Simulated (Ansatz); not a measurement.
Cs, DFT, LDA, all-electron LAPW, scalar-relativistic (Ansatz 0.2.0), run on 1 thread of Arm Neoverse V1 on a shared host.

Structure: COD 9011010, as refined from experiment and not relaxed. The listed cell was then made from it by scaling, straining or moving an atom.

Command: `ansatz run input.yaml --threads 1 --pin off --max-ram 3072MiB --backend cpu --events-out ev --progress --plain --runs-dir out`

```yaml
crystal:
  lattice:
    - [-2.9607990136, 2.9607990136, 2.9607990136]
    - [2.9607990136, -2.9607990136, 2.9607990136]
    - [2.9607990136, 2.9607990136, -2.9607990136]
  atoms:
    - { symbol: Cs, position: [0.0, 0.0, 0.0] }
kpoints:
  mp_grid: { grid: [9, 9, 9] }
  band_path:
    path:
      - [0.0, 0.0, 0.0]
      - [0.5, -0.5, 0.5]
      - [0.0, 0.0, 0.5]
      - [0.0, 0.0, 0.0]
      - [0.25, 0.25, 0.25]
      - [0.5, -0.5, 0.5]
      - [0.25, 0.25, 0.25]
      - [0.0, 0.0, 0.5]
    npoints: 5
scf:
  occupations: { method: fermi_dirac, width: 0.05 }
hamiltonian:
  xc: lda
  pseudopotentials: { kind: all_electron, lapw: { basis_error: 0.001 } }
output:
  forces: true
  stress: true
  eigenvalues: true
```

**Question.** How large is the problem that the program sets up?

**Answer.** 35 irreducible k-points, 79 plane waves at Γ, 14 bands.

**Question.** About how long does it take, and how much memory does it use?

**Answer.** 3.3 s of wall time for 7 SCF iterations, with a peak of 0.2 GiB. Times on shared machines scatter by tens of per cent.
